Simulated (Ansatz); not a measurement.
BeS:
```yaml
crystal:
  lattice:
    - [3.41176, 0.00000, 0.00000]
    - [-1.70588, 2.95467, 0.00000]
    - [0.00000, 0.00000, 5.62487]
  atoms:
    - { symbol: Be, position: [0.33333, 0.66667, 0.99946] }
    - { symbol: S, position: [0.66667, 0.33333, 0.12554] }
    - { symbol: Be, position: [0.66667, 0.33333, 0.49946] }
    - { symbol: S, position: [0.33333, 0.66667, 0.62554] }
```

Cartesian axes are those of the cell as given.

### Question
Give the high-frequency dielectric tensor and the Born effective charge tensors of the independent atoms from DFPT, the program Ansatz at the PBEsol level (PAW).

### Answer

ε∞:
```
5.36  0.00  0.00
0.00  5.36  0.00
0.00  0.00  5.48
```
Z* of atom 1 (Be), rows: field, columns: displacement, in e:
```
1.52  0.00  0.00
0.00  1.52  0.00
0.00  0.00  1.62
```
Z* of atom 2 (S), rows: field, columns: displacement, in e:
```
-1.52   0.00   0.00
 0.00  -1.52   0.00
 0.00   0.00  -1.62
```

Space group P6_3mc (wurtzite). The start of the workflow was typed in or built on a structure type; neither database checked (COD, Materials Project) lists it. COD files the formula under space group No. 216. Whether it is the stable phase at ambient conditions was not checked. The PBEsol relaxation kept the symmetry of its start; its stability against distortions is not shown here.

Potentials: the later of the program's two PAW sets.
